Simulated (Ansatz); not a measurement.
Relaxed-ion elastic tensor of Ru (diamond, Fd-3m) in GPa (Voigt order), PBEsol (plane waves, PAW; program Ansatz); density 8.57 g/cm³, 19.58 Å³ per atom.

```
 191   178   178   0.0   0.0   0.0
 178   191   178   0.0   0.0   0.0
 178   178   191   0.0   0.0   0.0
 0.0   0.0   0.0  -6.9   0.0   0.0
 0.0   0.0   0.0   0.0  -6.9   0.0
 0.0   0.0   0.0   0.0   0.0  -6.9
```

Problem. Is the crystal mechanically stable?

Solution. No: the smallest eigenvalue of C is -6.9 GPa.

The start of the workflow was typed in or built on a structure type; neither database checked (COD, Materials Project) lists it. It is not the phase usual at ambient conditions (space group No. 194). The cell was relaxed with PBEsol under the symmetry of its start. At this level the phase is mechanically unstable. The workflow began spin-polarised and lost its moments. As this level gives no gap, shear constants depend on the k-mesh and smearing (Fermi–Dirac, 0.1 eV here).

Potentials: the later of the program's two PAW sets.
